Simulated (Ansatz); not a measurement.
Trial structure of Sc4SiN, not yet relaxed:

```cif
data_structure
_symmetry_space_group_name_H-M 'P4/mmm'
_symmetry_Int_Tables_number 123
_cell_length_a 3.0911
_cell_length_b 3.0911
_cell_length_c 10.8109
_cell_angle_alpha 90.000
_cell_angle_beta 90.000
_cell_angle_gamma 90.000
_cell_volume 103.30
loop_
_atom_site_label
_atom_site_type_symbol
_atom_site_symmetry_multiplicity
_atom_site_Wyckoff_symbol
_atom_site_fract_x
_atom_site_fract_y
_atom_site_fract_z
_atom_site_occupancy
Sc1 Sc 2 h 0.50000 0.50000 0.17034 1
Sc2 Sc 2 g 0.00000 0.00000 0.65261 1
Si1 Si 1 d 0.50000 0.50000 0.50000 1
N1 N 1 a 0.00000 0.00000 0.00000 1
```

Theory: DFT PBE, scalar-relativistic, plane waves, PAW in Ansatz. Plane waves to 420 eV, a k mesh through Γ of 6×6×2 on the computed 6-atom cell and Gaussian smearing (0.10 eV); no spin polarisation.

Energies over the elements count from the elements' standard structures at the same level (N₂ as a molecule), with no fitted energy shifts.

Task: Estimate its pressure, forces and energy as it stands.

Result: The pressure is 6.1 GPa (the mean over three directions, positive in compression), the largest force is 4.44 eV/Å, and the energy is +0.19 eV/atom against the elements. The shortest distance is 2.74 Å.

Task: How much does it gain on relaxing, and where does it end?

Result: Relaxing gains about 0.66 eV/atom (the start's value is from the coarse mesh, so the gain is rough) in 16 ionic steps and ends at −0.47 eV/atom on the finer mesh. The symmetry stays P4/mmm (No. 123). The volume per atom stays near 17.1 Å³. The shortest distance goes from 2.74 Å (Sc–Si) to 2.45 Å (Sc–N). The ratio c/a of the conventional cell changes by a factor of 1.15. Conventional cell: a = 2.950 Å, c = 11.814 Å. Sc on its first site is surrounded by 4 N at 2.45 Å, 1 Sc at 2.57 Å, 4 Sc at 2.95 Å and 4 Sc at 3.45 Å; Si is surrounded by 8 Sc at 2.81 Å and 4 Si at 2.95 Å; N has 8 Sc at 2.45 Å and 4 N at 2.95 Å; 1 more site not described.

The last run used a 12×12×4 mesh (in the run's order of axes) for its 6-atom cell and Gaussian smearing of 0.10 eV. The relaxation can't lower the symmetry of the start. Symmetry constrained the relaxation, so the result can be a saddle point.
